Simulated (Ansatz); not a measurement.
MgO:
```
MgO
1.0
    0.00000     2.10211     2.10211
    2.10211     0.00000     2.10211
    2.10211     2.10211     0.00000
O Mg
1 1
Direct
  0.00000   0.00000   0.00000
  0.50000   0.50000   0.50000
```

Relaxed with r²SCAN.

Question: Map the electron localisation function on the plane through (0.000, 0.000, 0.000) spanned by u = [1, 0, 0] and v = [0, 1, -1] in lattice vectors, from r²SCAN (plane waves, PAW; program Ansatz).

Answer: x is the fraction of u, y of v (the angle between them is 90°; rows are the nearest grid lines); atoms in the plane: O at (0.00, 0.00), Mg at (0.50, 0.50).
```
|:=%@@%+. .+%@@%=:|
|=*%@@%=. .=%@@%*=|
|%%@@@#-   -#@@@%%|
|@@@@%-     -%@@@@|
|@@@%-   .   -%@@@|
|%%#-  :===:  -#%%|
|+=-  :=====:  -=+|
|..   ==-:-==   ..|
|    .==:.:==.    |
|..   ==-:-==   ..|
|+=-  :=====:  -=+|
|%%#-  :===:  -#%%|
|@@@%-   .   -%@@@|
|@@@@%-     -%@@@@|
|%%@@@#-   -#@@@%%|
|=*%@@%=. .=%@@%*=|
|:=%@@%+. .+%@@%=:|
```
Scale: ten equal steps from 0.024 (start of ' ') to 0.830 (end of '@'), in the order ' .:-=+*#%@'; x runs from 0.000 to 1.00, y from 0.000 (bottom) to 1.00 (top).

The density is the valence pseudo-density with augmentation charge, so density and ELF within about 1 Å of a nucleus are not all-electron values.

Space group Fm-3m (rock salt). Symmetry was held in the r²SCAN relaxation; phonons on a q-mesh show no instability.

Potentials: the later of the program's two PAW sets.
